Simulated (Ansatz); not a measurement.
Input file for Ansatz (an electronic-structure program):

Ansatz 0.2 input:
```yaml
crystal:
  lattice:
    - [3.6874775924, 0.0, 0.0]
    - [-1.8437387962, 3.1934492709, 0.0]
    - [0.0, 0.0, 39.0]
  periodic: [true, true, false]
  atoms:
    - { symbol: As, position: [0.6666666667, 0.3333333333, 0.4549118562] }
    - { symbol: As, position: [0.3333333333, 0.6666666667, 0.5450881438] }
    - { symbol: Se, position: [0.3333333333, 0.6666666667, 0.4176721918] }
    - { symbol: Se, position: [0.0, 0.0, 0.5] }
    - { symbol: Se, position: [0.6666666667, 0.3333333333, 0.5823278082] }
kpoints:
  mp_grid: { grid: [12, 12, 1] }
hamiltonian:
  xc: r2scan
  dispersion: d4
  pseudopotentials: { kind: paw }
scf:
  occupations: { method: gaussian, width: 0.005 }
relax:
  f_tol: 0.005
  max_steps: 150
output:
  eigenvalues: true
  stress: true
  write_potential: true
  volumetric_format: []
```

Output (shortened):

```
WARN output.stress: scf.convergence.dr2_threshold = 2.5e-8 eV (the default of a walk held to its f_tol) is looser than the 5e-10 eV advised for a printed …
Pseudopotential: As, paw, valence charge 15
Pseudopotential: Se, paw, valence charge 16
Functional definition: r2SCAN
Crystal: 5 atoms, lattice volume = 459.255 Å³
Basis set: ecut = 500 eV, 11699 PW (Γ), exchange–correlation on 108×108×1152 points (64 copies of the dense FFT grid, shifted against one another)
Bands: 47, of which v1, the nominal top of the filled ones, is band 39 counted from 1 (38 counted from 0)
Symmetry: 12 space group operations
Space group: P-3m1 (ITA 164), of the structure as read, at distance tolerance 7.7e-5 Å
k-points: 19 of 144
SCF iter   1: F=—  HF=-26164.367377 eV  |F-HF|=—  |Δ(HF+E_count)|=         —  Δρ=1.70e-3  dr2=2.42e-2  dr2_τ=9.34e-3  ethr=1.77e-3  ⟨swp⟩=15.9  Hψ=4986  notcnv=0
preconditioner: auto → Resta (q_TF=auto, 2.030 Å⁻¹)
SCF iter   2: F=—  HF=-26164.400232 eV  |F-HF|=—  |Δ(HF+E_count)|=   3.29e-2  Δρ=1.10e-3  dr2=2.31e-2  dr2_τ=2.74e-4  ethr=3.10e-5  ⟨swp⟩=4.5  Hψ=2450  notcnv=0  defer=30
SCF iter   3: F=—  HF=-26164.401615 eV  |F-HF|=—  |Δ(HF+E_count)|=   1.38e-3  Δρ=9.54e-4  dr2=2.71e-2  dr2_τ=2.98e-4  ethr=2.96e-5  ⟨swp⟩=3.9  Hψ=1404  notcnv=0  defer=30
SCF iter   4: F=—  HF=-26164.399332 eV  |F-HF|=—  |Δ(HF+E_count)|=   2.28e-3  Δρ=3.61e-4  dr2=6.27e-4  dr2_τ=1.08e-5  ethr=2.96e-5  ⟨swp⟩=3.2  Hψ=1282  notcnv=0  defer=30
SCF iter   5: F=—  HF=-26164.399711 eV  |F-HF|=—  |Δ(HF+E_count)|=   3.79e-4  Δρ=7.92e-5  dr2=8.32e-5  dr2_τ=1.42e-6  ethr=8.04e-7  ⟨swp⟩=3.2  Hψ=1550  notcnv=0  defer=30
SCF iter   6: F=—  HF=-26164.399783 eV  |F-HF|=—  |Δ(HF+E_count)|=   7.17e-5  Δρ=2.37e-5  dr2=3.26e-6  dr2_τ=8.05e-8  ethr=1.07e-7  ⟨swp⟩=2.7  Hψ=1325  notcnv=0  defer=30
SCF iter   7: F=-26164.399794 eV  HF=-26164.399792 eV  |F-HF|=1.54e-6  |Δ(HF+E_count)|=   8.89e-6  Δρ=8.59e-6  dr2=3.14e-7  dr2_τ=1.23e-8  ethr=8.01e-10  ⟨swp⟩=25.6  Hψ=9869  notcnv=0
SCF 1 converged in 7 iterations: F = -26164.399794 eV  dr2 = 3.14e-7
relax step   1: F+E_penalty+E_count = -26164.39979361 eV  Δ(F+E_penalty+E_count) = +0.000e0 eV  max|allowed force component| = 2.779e-1 eV/Å  Δτ_max = 0.0000 Å  (7 SCF iters, dr2 threshold 6.25e-7 eV, accepted)
Crystal: 5 atoms, lattice volume = 459.255 Å³
iter 1 solved again at ethr=2.76e-5 eV; its pass at ethr=3.10e-3 eV (dr2=2.15e-2 eV) is discarded
SCF iter   1: F=—  HF=-26164.452649 eV  |F-HF|=—  |Δ(HF+E_count)|=         —  Δρ=2.24e-3  dr2=1.93e-2  dr2_τ=8.21e-2  ethr=2.76e-5  ⟨swp⟩=2.8  Hψ=3385  notcnv=0  defer=30
preconditioner: auto → Resta (q_TF=auto, 2.030 Å⁻¹)
SCF iter   2: F=—  HF=-26164.387997 eV  |F-HF|=—  |Δ(HF+E_count)|=   6.47e-2  Δρ=1.35e-3  dr2=7.63e-3  dr2_τ=2.21e-4  ethr=2.47e-5  ⟨swp⟩=4.8  Hψ=1916  notcnv=0  defer=30
SCF iter   3: F=—  HF=-26164.390439 eV  |F-HF|=—  |Δ(HF+E_count)|=   2.44e-3  Δρ=7.74e-4  dr2=1.47e-2  dr2_τ=1.71e-4  ethr=9.78e-6  ⟨swp⟩=4.0  Hψ=1501  notcnv=0  defer=30
SCF iter   4: F=—  HF=-26164.389649 eV  |F-HF|=—  |Δ(HF+E_count)|=   7.91e-4  Δρ=4.06e-4  dr2=2.79e-3  dr2_τ=1.97e-5  ethr=9.78e-6  ⟨swp⟩=3.6  Hψ=1377  notcnv=0  defer=30
SCF iter   5: F=—  HF=-26164.389666 eV  |F-HF|=—  |Δ(HF+E_count)|=   1.77e-5  Δρ=1.27e-4  dr2=1.70e-4  dr2_τ=1.04e-6  ethr=3.58e-6  ⟨swp⟩=3.0  Hψ=1302  notcnv=0  defer=30
SCF iter   6: F=—  HF=-26164.389676 eV  |F-HF|=—  |Δ(HF+E_count)|=   9.48e-6  Δρ=3.27e-5  dr2=7.62e-6  dr2_τ=2.45e-7  ethr=2.18e-7  ⟨swp⟩=2.1  Hψ=1226  notcnv=0  defer=30
SCF iter   7: F=-26164.389678 eV  HF=-26164.389677 eV  |F-HF|=4.70e-7  |Δ(HF+E_count)|=   1.48e-6  Δρ=7.24e-6  dr2=3.11e-7  dr2_τ=7.77e-9  ethr=6.19e-9  ⟨swp⟩=26.3  Hψ=9464  notcnv=0
SCF 2 converged in 7 iterations: F = -26164.389678 eV  dr2 = 3.11e-7
relax step   2: F+E_penalty+E_count = -26164.38967771 eV  Δ(F+E_penalty+E_count) = +1.012e-2 eV  max|allowed force component| = 3.150e-1 eV/Å  Δτ_max = 0.1256 Å  (7 SCF iters, dr2 threshold 4.83e-6 eV, rejected (line search))
Crystal: 5 atoms, lattice volume = 459.255 Å³
SCF iter   1: F=—  HF=-26164.350577 eV  |F-HF|=—  |Δ(HF+E_count)|=         —  Δρ=1.41e-3  dr2=9.73e-3  dr2_τ=3.04e-2  ethr=9.28e-5  ⟨swp⟩=5.7  Hψ=2251  notcnv=0  defer=31
preconditioner: auto → Resta (q_TF=auto, 2.030 Å⁻¹)
SCF iter   2: F=—  HF=-26164.411780 eV  |F-HF|=—  |Δ(HF+E_count)|=   6.12e-2  Δρ=1.02e-3  dr2=1.45e-2  dr2_τ=1.77e-4  ethr=1.25e-5  ⟨swp⟩=4.6  Hψ=1883  notcnv=0  defer=30
SCF iter   3: F=—  HF=-26164.411176 eV  |F-HF|=—  |Δ(HF+E_count)|=   6.04e-4  Δρ=6.08e-4  dr2=4.66e-3  dr2_τ=6.81e-5  ethr=1.25e-5  ⟨swp⟩=3.9  Hψ=1340  notcnv=0  defer=30
SCF iter   4: F=—  HF=-26164.411109 eV  |F-HF|=—  |Δ(HF+E_count)|=   6.64e-5  Δρ=3.06e-4  dr2=5.22e-4  dr2_τ=6.17e-6  ethr=5.98e-6  ⟨swp⟩=3.0  Hψ=1327  notcnv=0  defer=30
SCF iter   5: F=—  HF=-26164.411217 eV  |F-HF|=—  |Δ(HF+E_count)|=   1.07e-4  Δρ=1.05e-4  dr2=8.19e-5  dr2_τ=1.12e-6  ethr=6.69e-7  ⟨swp⟩=2.7  Hψ=1283  notcnv=0  defer=30
SCF iter   6: F=—  HF=-26164.411302 eV  |F-HF|=—  |Δ(HF+E_count)|=   8.50e-5  Δρ=2.97e-5  dr2=3.30e-6  dr2_τ=8.22e-8  ethr=1.05e-7  ⟨swp⟩=2.9  Hψ=1368  notcnv=0  defer=30
SCF iter   7: F=—  HF=-26164.411304 eV  |F-HF|=—  |Δ(HF+E_count)|=   1.79e-6  Δρ=8.29e-6  dr2=2.50e-7  dr2_τ=8.80e-9  ethr=4.23e-9  ⟨swp⟩=3.2  Hψ=1396  notcnv=0  defer=30
SCF iter   8: F=-26164.411304 eV  HF=-26164.411304 eV  |F-HF|=1.67e-8  |Δ(HF+E_count)|=   2.48e-7  Δρ=1.65e-6  dr2=1.05e-8  dr2_τ=3.50e-10  ethr=1.28e-10  ⟨swp⟩=24.1  Hψ=8021  notcnv=0
SCF 3 converged in 8 iterations: F = -26164.411304 eV  dr2 = 1.05e-8
relax step   3: F+E_penalty+E_count = -26164.41130394 eV  Δ(F+E_penalty+E_count) = -1.151e-2 eV  max|allowed force component| = 1.390e-2 eV/Å  Δτ_max = 0.0498 Å  (8 SCF iters, accepted)
Crystal: 5 atoms, lattice volume = 459.255 Å³
SCF iter   1: F=—  HF=-26164.411241 eV  |F-HF|=—  |Δ(HF+E_count)|=         —  Δρ=2.89e-5  dr2=8.28e-6  dr2_τ=1.16e-5  ethr=4.20e-8  ⟨swp⟩=3.1  Hψ=1776  notcnv=0  defer=31
preconditioner: auto → Resta (q_TF=auto, 2.030 Å⁻¹)
SCF iter   2: F=—  HF=-26164.411325 eV  |F-HF|=—  |Δ(HF+E_count)|=   8.44e-5  Δρ=2.27e-5  dr2=1.39e-5  dr2_τ=1.66e-7  ethr=1.06e-8  ⟨swp⟩=3.0  Hψ=1589  notcnv=0  defer=31
SCF iter   3: F=—  HF=-26164.411324 eV  |F-HF|=—  |Δ(HF+E_count)|=   1.29e-6  Δρ=1.31e-5  dr2=1.36e-6  dr2_τ=1.38e-8  ethr=1.06e-8  ⟨swp⟩=2.1  Hψ=1062  notcnv=0  defer=31
SCF iter   4: F=—  HF=-26164.411324 eV  |F-HF|=—  |Δ(HF+E_count)|=   5.80e-8  Δρ=4.27e-6  dr2=8.96e-8  dr2_τ=2.08e-9  ethr=1.75e-9  ⟨swp⟩=3.0  Hψ=1319  notcnv=0  defer=31
SCF iter   5: F=-26164.411324 eV  HF=-26164.411324 eV  |F-HF|=1.24e-9  |Δ(HF+E_count)|=   2.63e-8  Δρ=1.32e-6  dr2=7.97e-9  dr2_τ=1.77e-10  ethr=3.21e-11  ⟨swp⟩=18.3  Hψ=6846  notcnv=0
SCF 4 converged in 5 iterations: F = -26164.411324 eV  dr2 = 7.97e-9
relax step   4: F+E_penalty+E_count = -26164.41132407 eV  Δ(F+E_penalty+E_count) = -2.013e-5 eV  max|allowed force component| = 1.370e-3 eV/Å  Δτ_max = 0.0016 Å  (5 SCF iters, accepted)
Crystal: 5 atoms, lattice volume = 459.255 Å³
iter 1 solved again at ethr=1.02e-11 eV; its pass at ethr=3.10e-3 eV (dr2=7.98e-9 eV) is discarded
SCF iter   1: F=—  HF=-26164.411324 eV  |F-HF|=—  |Δ(HF+E_count)|=         —  Δρ=1.32e-6  dr2=7.98e-9  dr2_τ=1.77e-10  ethr=1.02e-11  ⟨swp⟩=1.0  Hψ=2442  notcnv=0
preconditioner: auto → Resta (q_TF=auto, 2.030 Å⁻¹)
SCF iter   2: F=-26164.411324 eV  HF=-26164.411324 eV  |F-HF|=4.54e-9  |Δ(HF+E_count)|=   2.90e-9  Δρ=9.09e-7  dr2=8.42e-9  dr2_τ=7.42e-11  ethr=1.02e-11  ⟨swp⟩=12.0  Hψ=5889  notcnv=0
SCF 5 converged in 2 iterations: F = -26164.411324 eV  dr2 = 8.42e-9
WARN: The output density's exchange-correlation potential varies sharply where the density is thin …
the relaxation is at rest under the 12 symmetry operations that the run kept from its start: a minimum is not shown …
SCF converged after 2 iterations
Stability not checked: this state was not tested for a lower state beside it, because too few of the mixer's solves of this state at the end of the SCF gave a …
Free energy (F): -26164.411324 eV
Harris-Foulkes:  -26164.411324 eV  (|F-HF|=4.54e-9)
Internal energy: -26164.411324 eV  (E = F + TS)
E sigma→0 (E₀):  -26164.411324 eV
Fermi energy:    -4.709562 eV
--- Per-component energies (eV) ---
  E_band       = -2793.447906
  E_kinetic    = 558.943667
  E_local      = -336421.150976  (includes V_loc(G=0)·N_el)
  E_nonlocal   = -3125.316903
  E_hartree    = 167795.629055
  E_xc         = -442.707016
  E_vxc        = -486.584603  (∫ρ·V_xc dr)
  E_paw        = -9468.232920  (= ΣΔE_a)
  E_vpaw       = 1064.145760  (= ΣTr[D̂ρ^β])
  E_aug_tail   = -0.000638  (compensation charges beyond the density's cutoff)
  E_vtau       = 25.240506  (kinetic-family band-sum trace: ∫τ·v_τ [+ j·A + Jᵃ·Aᵃ] dr)
  E_ewald      = 154947.242991
  E_disp       = -0.609459  (pairwise vdW)
  E_core_change = -8.209126  (= ΣΔE_core)
  E_smearing   =  0.000000  (= −TS)
  E_closure    = 0.000000  (closes the sum)
  Σ components = -26164.411324   (vs F -26164.411324, Δ=0.00e0)
  [band-id]    e_kinetic+e_local+e_nonlocal+2·e_hartree+e_vxc+e_vpaw+e_augmentation_tail+e_vtau = -2793.465076   (vs E_band -2793.447906, Δ=-1.72e-2)
--- Forces (eV/Å), atoms counted from 1 ---
  atom   1  As     0.00000000     0.00000000     0.00143182
  atom   2  As     0.00000000     0.00000000    -0.00143182
  atom   3  Se     0.00000000     0.00000000    -0.00060652
  atom   4  Se     0.00000000     0.00000000     0.00000000
  atom   5  Se     0.00000000     0.00000000     0.00060652
  max |Σ_I F_I| component: 5.20e-18 eV/Å
--- 2D stress c σ (N/m, compression-positive) ---
        2.771011       0.000000       0.000000
        0.000000       2.771011       0.000000
        0.000000       0.000000       0.000000
  P = ½ c Tr σ = 2.7710 N/m
--- Band table (eV; the first three rows and the last of 19) ---
  k-point 0: bands = ["-53.9330", "-53.9330", "-53.9330", "-53.9330", "-53.9147", "-53.9147", "-53.9147", "-53.9147", "-53.9066", "-53.9066", "-53.6251", "-53.6122", "-53.6122", "-53.5659", "-53.5659", "-42.4784", "-42.4784", "-42.4782", "-42.4782", …
  k-point 1: bands = ["-53.9330", "-53.9330", "-53.9329", "-53.9329", "-53.9147", "-53.9147", "-53.9147", "-53.9147", "-53.9066", "-53.9066", "-53.6251", "-53.6122", "-53.6122", "-53.5659", "-53.5659", "-42.4786", "-42.4783", "-42.4783", "-42.4781", …
  k-point 2: bands = ["-53.9330", "-53.9330", "-53.9327", "-53.9327", "-53.9148", "-53.9148", "-53.9147", "-53.9147", "-53.9065", "-53.9065", "-53.6250", "-53.6123", "-53.6122", "-53.5659", "-53.5657", "-42.4790", "-42.4788", "-42.4782", "-42.4779", …
  k-point 18: bands = ["-53.9324", "-53.9324", "-53.9323", "-53.9323", "-53.9150", "-53.9150", "-53.9150", "-53.9150", "-53.9060", "-53.9060", "-53.6245", "-53.6125", "-53.6125", "-53.5653", "-53.5653", "-42.4797", "-42.4797", "-42.4792", "-42.4785", …
  ° read free of the cell's end (the report's vacuum.weakly_bound_levels)
--- Relaxed structure (4 steps of the walk, 3 accepted, 0 SCFs on fresh bases) ---
  F+E_penalty+E_count = -26164.41132407 eV   max|allowed force component| = 1.370e-3 eV/Å
  cell:  # Å, volume = 459.2551 Å³
    - [3.687477592397529, 0.0, 0.0]
    - [-1.8437387961987646, 3.19344927090214, 0.0]
    - [0.0, 0.0, 39.0]
  atoms:
    - { symbol: As, position: [0.6666666666666665, 0.33333333333333326, 0.45426987527815077] }
    - { symbol: As, position: [0.33333333333333326, 0.6666666666666665, 0.5457301247218492] }
    - { symbol: Se, position: [0.33333333333333326, 0.6666666666666665, 0.4163540214660728] }
    - { symbol: Se, position: [0.0, 0.0, 0.5] }
    - { symbol: Se, position: [0.6666666666666665, 0.33333333333333326, 0.5836459785339271] }
```

Cost: roughly 6 core-minutes on shared cores.

This run is a variant of the relaxed cell: strain -2 % along x, -2 % along y, atoms relaxed.

A constructed layer: a layer type filled with these elements; whether it has been made was not checked. The strained cell keeps its size and symmetry.

Potentials: the later of the program's two PAW sets.

Ansatz is a plane-wave DFT program.
